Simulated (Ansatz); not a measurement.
Te3As2 (La2O3 or Ni2Al3 type), relaxed with HSE06 (Ansatz, a program for electronic structure, plane waves, PAW): a = b = 4.0205 Å, c = 10.5201 Å, α = β = 90.00°, γ = 120.00°.

```
Quantity  Result
--------  ------
gap (eV)    0.62
```

Problem. The same phase is relaxed and computed with PBE in the same code. What are the cell and these values now?

Solution. a = b = 4.078 Å, c = 10.476 Å, α = β = 90.00°, γ = 120.00°.

- gap (eV) = 0.31

Constructed cells (a structure type filled with these elements, in neither database checked): Te3As2, La2O3 or Ni2Al3 type. All cells were relaxed under the symmetry of their starts (and spin orders); stability against distortions was not tested throughout. Scalar-relativistic: spin–orbit coupling is off unless named, which matters more the heavier the elements.

Potentials: the later of the program's two PAW sets.

Ansatz is a plane-wave DFT program.
